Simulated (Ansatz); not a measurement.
A relaxation computed with Ansatz, from input to last step.

```yaml
crystal:
  lattice:
    - [2.3375569829, -2.2682207396, 0.0070117542]
    - [2.3375569829, 2.2682207396, 0.0070117542]
    - [-1.1730204066, 0.0, 4.7319370165]
  atoms:
    - { symbol: Mg, position: [0.8085352295, 0.8085352295, 0.2001868831] }
    - { symbol: Mg, position: [0.1914647705, 0.1914647705, 0.7998131169] }
    - { symbol: C, position: [0.299760232, 0.299760232, 0.2611449119] }
    - { symbol: C, position: [0.700239768, 0.700239768, 0.7388550881] }
    - { symbol: C, position: [0.5, 0.5, 0.5] }
basis:
  ecutwfc: 420
kpoints:
  mp_grid: { grid: [8, 8, 6] }
hamiltonian:
  xc: pbe
scf:
  occupations: { method: gaussian, width: 0.02 }
output:
  forces: true
  stress: true
  eigenvalues: true
relax:
  adjacent_minimum: "off"
  f_tol: 0.01
  max_steps: 30
  cell: { stress_tol: 0.1, fix: [volume] }
```

```bash
ansatz run input.yaml --threads 1 --pin off --max-ram 2560MiB --backend cpu --events-out ev --progress --plain --runs-dir out
```

Computed with DFT PBE, scalar-relativistic, plane waves, PAW in Ansatz.

The volume is held at 0.91 times that of the relaxed cell.

Of 6 frames 5 are shown, positions in Å and forces in eV/Å; the SCF threshold varies from step to step. Steps run on the plane waves of an earlier cell, with a Pulay correction in the pressure. The basis is chosen afresh for the last frame, the zero of the energies, and at times for earlier ones too; energy and pressure step there, also at an unchanged geometry.

```xyz
5
Lattice="2.3376 -2.2682 0.0070 2.3376 2.2682 0.0070 -1.1730 0.0000 4.7319" Properties=species:S:1:pos:R:3:forces:R:3 pbc="T T T" step=1 free_energy_over_end_meV_per_atom=1.40 pressure_GPa=13.52
Mg    3.5452    0.0000    0.9586   -0.0037    0.0000    0.0421
Mg   -0.0431    0.0000    3.7873    0.0037    0.0000   -0.0421
C     1.0951    0.0000    1.2399   -0.3282    0.0000   -0.5163
C     2.4070    0.0000    3.5060    0.3282    0.0000    0.5163
C     1.7510    0.0000    2.3730    0.0000    0.0000    0.0000
5
Lattice="2.3371 -2.2651 0.0141 2.3371 2.2651 0.0141 -1.1584 0.0000 4.7358" Properties=species:S:1:pos:R:3:forces:R:3 pbc="T T T" step=2 free_energy_over_end_meV_per_atom=0.14 pressure_GPa=12.45
Mg    3.5477    0.0000    0.9711   -0.0101    0.0000    0.0561
Mg   -0.0318    0.0000    3.7929    0.0101    0.0000   -0.0561
C     1.0961    0.0000    1.2435   -0.0737    0.0000   -0.1131
C     2.4198    0.0000    3.5205    0.0737    0.0000    0.1131
C     1.7579    0.0000    2.3820    0.0000    0.0000    0.0000
5
Lattice="2.3384 -2.2651 0.0131 2.3384 2.2651 0.0131 -1.1610 0.0000 4.7338" Properties=species:S:1:pos:R:3:forces:R:3 pbc="T T T" step=3 free_energy_over_end_meV_per_atom=0.02 pressure_GPa=12.15
Mg    3.5478    0.0000    0.9742   -0.0024    0.0000    0.0043
Mg   -0.0321    0.0000    3.7859    0.0024    0.0000   -0.0043
C     1.0942    0.0000    1.2397   -0.0036    0.0000    0.0271
C     2.4215    0.0000    3.5203    0.0036    0.0000   -0.0271
C     1.7578    0.0000    2.3800    0.0000    0.0000    0.0000
5
Lattice="2.3389 -2.2647 0.0143 2.3389 2.2647 0.0143 -1.1590 0.0000 4.7330" Properties=species:S:1:pos:R:3:forces:R:3 pbc="T T T" step=4 free_energy_over_end_meV_per_atom=0.00 pressure_GPa=12.14
Mg    3.5487    0.0000    0.9763    0.0012    0.0000    0.0012
Mg   -0.0298    0.0000    3.7852   -0.0012    0.0000   -0.0012
C     1.0942    0.0000    1.2415   -0.0041    0.0000    0.0110
C     2.4247    0.0000    3.5200    0.0041    0.0000   -0.0110
C     1.7594    0.0000    2.3808    0.0000    0.0000    0.0000
5
Lattice="2.3408 -2.2652 0.0151 2.3408 2.2652 0.0151 -1.1584 0.0000 4.7276" Properties=species:S:1:pos:R:3:forces:R:3 pbc="T T T" step=6 free_energy_over_end_meV_per_atom=0.00 pressure_GPa=12.13
Mg    3.5509    0.0000    0.9770    0.0080    0.0000    0.0062
Mg   -0.0275    0.0000    3.7808   -0.0080    0.0000   -0.0062
C     1.0928    0.0000    1.2418    0.0007    0.0000    0.0077
C     2.4305    0.0000    3.5159   -0.0007    0.0000   -0.0077
C     1.7617    0.0000    2.3789    0.0000    0.0000    0.0000
```

Time: 37 s on 1 thread of Arm Neoverse V1, on a shared host, peak memory 0.38 GiB.